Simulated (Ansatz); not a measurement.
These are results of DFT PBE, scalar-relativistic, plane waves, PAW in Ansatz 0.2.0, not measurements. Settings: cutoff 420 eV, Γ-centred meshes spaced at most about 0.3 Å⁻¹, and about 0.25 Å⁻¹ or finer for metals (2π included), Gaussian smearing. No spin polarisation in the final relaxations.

Temperature and zero-point effects are left out.

Two relaxed structures of Ge5Br:

A.

```xyz
6
Lattice="4.1878 0.0000 0.0000 -2.0939 3.6267 0.0000 0.0000 0.0000 9.8760" Properties=species:S:1:pos:R:3 pbc="T T T"
Ge    2.0939    1.2089    7.6521
Ge    0.0000    0.0000    6.3950
Ge    2.0939    1.2089    4.9380
Ge    0.0000    0.0000    3.4810
Ge    2.0939    1.2089    2.2239
Br    0.0000    0.0000    0.0000
```

B.

```xyz
6
Lattice="5.5711 0.0000 0.0000 -2.7856 4.8247 0.0000 0.0000 0.0000 4.8467" Properties=species:S:1:pos:R:3 pbc="T T T"
Ge    0.0000    3.2165    2.4233
Ge   -1.4853    2.5726    0.0000
Ge    2.9706    0.0000    0.0000
Ge    1.3003    2.2521    0.0000
Ge    2.7856    1.6082    2.4233
Br    0.0000    0.0000    2.4233
```

Question: Which would you expect to be lower, and how large is the difference?

Answer: A is lower, by 92 meV/atom. A has space group P-6m2 (No. 187), 25.0 Å³/atom and no gap on its mesh; B has space group P-62m (No. 189), 21.7 Å³/atom and no gap. Counting Ge atoms around Br (those within 1.25 times the shortest such distance or 1.15 times the sum of covalent radii; a plus sign parts nearer from farther groups; the shortest distance is added where it is long for a bond), A has Br 8 from 3.3 Å and B has Br 6+12 from 3.2 Å. The lower one is the more open, so pressure narrows the difference. Even the lower one lies +0.19 eV/atom against the reference forms of the elements (uncorrected), so neither is stable at this level. In A, around Ge on a site of symmetry 3m lie 4 Ge at 2.71–2.73 Å and 3 Br at 3.29 Å; Ge on a second site of symmetry 3m is surrounded by 7 Ge at 2.73–2.91 Å and 1 Br at 3.48 Å; around Br lie 8 Ge at 3.29–3.48 Å and 6 Br at 4.19 Å; 1 more site not described. In B, around Ge on a site of symmetry -6 lie 6 Ge at 2.91 Å, 3 Br at 3.22 Å and 3 Ge at 3.22 Å; Ge on a site of symmetry m2m is surrounded by 8 Ge at 2.80–2.91 Å and 2 Br at 3.55 Å; around Br lie 6 Ge at 3.22 Å, 6 Ge at 3.55 Å and 6 Ge at 3.83 Å. Both come from invented guesses.

Cells relaxed within their symmetry can be saddle points.
